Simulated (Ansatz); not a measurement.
Consider a crystal of BaMg₃S₃ in space group Pm-3n (No. 223), with Ba on 2a; Mg on 6d; S on 6c. The cell of BaMg₃S₃ is invented: 4-connected net, two elements alternating, guests in its cages (guest Ba).

Theory: DFT PBE, scalar-relativistic, plane waves, PAW in Ansatz 0.2.0. Cutoff 420 eV, Γ-centred mesh, Gaussian smearing, no spin polarisation.

Formation energies are uncorrected and refer to the elements' standard structures at the same level.

Task: Predict the relaxed structure.

Result:

Space group Pm-3n (No. 223). a = 7.119 Å, b = 7.119 Å, c = 7.119 Å, α = 90.00°, β = 90.00°, γ = 90.00°
```json
{"atom": "Ba", "site": "2a", "symmetry": "m-3.", "x": "0.5000", "y": "0.5000", "z": "0.5000"}
{"atom": "Mg", "site": "6d", "symmetry": "-4m.2", "x": "0.7500", "y": "0.5000", "z": "0.0000"}
{"atom": "S", "site": "6c", "symmetry": "-4m.2", "x": "0.5000", "y": "0.7500", "z": "0.0000"}
```

Ba has 12 Mg at 3.98 Å and 12 S at 3.98 Å; Mg has 4 S at 2.52 Å, 2 Mg at 3.56 Å and 4 Ba at 3.98 Å; around S lie 4 Mg at 2.52 Å, 2 S at 3.56 Å and 4 Ba at 3.98 Å.

Task: Where does its energy lie, and is it a metal?

Result: The formation energy is −0.98 eV/atom and the gap on the 6×6×6 mesh of the 14-atom cell is 0 eV (a metal). Whether it is stable depends on the other phases of the system, which aren't compared here.

The last run used Gaussian smearing of 0.10 eV. The cell is a metal run without spin; a magnetic state may lie lower. The reference form of S is held partly by dispersion forces, which this level lacks. Symmetry constrained the relaxation, so the result can be a saddle point.
